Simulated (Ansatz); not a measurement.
Here is the system:

Mg$_{6}$Cu$_{16}$Si$_{7}$:
```cif
data_Cu16Mg6Si7
_chemical_formula_sum 'Mg6 Si7 Cu16'
_space_group_name_H-M_alt 'P 1'
_space_group_IT_number 1
_cell_length_a 8.19206
_cell_length_b 8.19206
_cell_length_c 8.19206
_cell_angle_alpha 60.000
_cell_angle_beta 60.000
_cell_angle_gamma 60.000
loop_
_space_group_symop_operation_xyz
  'x, y, z'
loop_
_atom_site_label
_atom_site_type_symbol
_atom_site_fract_x
_atom_site_fract_y
_atom_site_fract_z
_atom_site_occupancy
Mg1 Mg 0.79586 0.20414 0.79586 1
Mg2 Mg 0.20414 0.79586 0.20414 1
Mg3 Mg 0.79586 0.20414 0.20414 1
Mg4 Mg 0.20414 0.79586 0.79586 1
Mg5 Mg 0.79586 0.79586 0.20414 1
Mg6 Mg 0.20414 0.20414 0.79586 1
Si1 Si 0.50000 0.50000 0.50000 1
Si2 Si 0.50000 0.00000 0.50000 1
Si3 Si 0.00000 0.50000 0.50000 1
Si4 Si 0.00000 0.50000 0.00000 1
Si5 Si 0.50000 0.00000 0.00000 1
Si6 Si 0.50000 0.50000 0.00000 1
Si7 Si 0.00000 0.00000 0.50000 1
Cu1 Cu 0.62011 0.62011 0.62011 1
Cu2 Cu 0.37989 0.37989 0.37989 1
Cu3 Cu 0.86034 0.37989 0.37989 1
Cu4 Cu 0.13966 0.62011 0.62011 1
Cu5 Cu 0.62011 0.62011 0.13966 1
Cu6 Cu 0.37989 0.37989 0.86034 1
Cu7 Cu 0.37989 0.86034 0.37989 1
Cu8 Cu 0.62011 0.13966 0.62011 1
Cu9 Cu 0.83194 0.83194 0.83194 1
Cu10 Cu 0.16806 0.16806 0.16806 1
Cu11 Cu 0.49583 0.16806 0.16806 1
Cu12 Cu 0.50417 0.83194 0.83194 1
Cu13 Cu 0.83194 0.83194 0.50417 1
Cu14 Cu 0.16806 0.16806 0.49583 1
Cu15 Cu 0.16806 0.49583 0.16806 1
Cu16 Cu 0.83194 0.50417 0.83194 1
```

This is the r²SCAN-relaxed structure.

All from the program Ansatz at the r²SCAN level (PAW), unless another level is named. Predict the electronic character.

metallic (no gap).

Predict the formation energy from the elements (no fitted shifts).

-0.19 eV/atom.

Space group Fm-3m. The workflow started from a Materials Project entry (that database holds measured and hypothetical structures alike); the Crystallography Open Database files this formula in space group No. 225, but the cells were not matched. Its standing as an ambient phase is unchecked. The r²SCAN relaxation kept the symmetry of its start; its stability against distortions is not shown here. No spin polarisation was allowed. The references are the lowest solids computed at this level, not always the standard phases.

Potentials: the later of the program's two PAW sets.
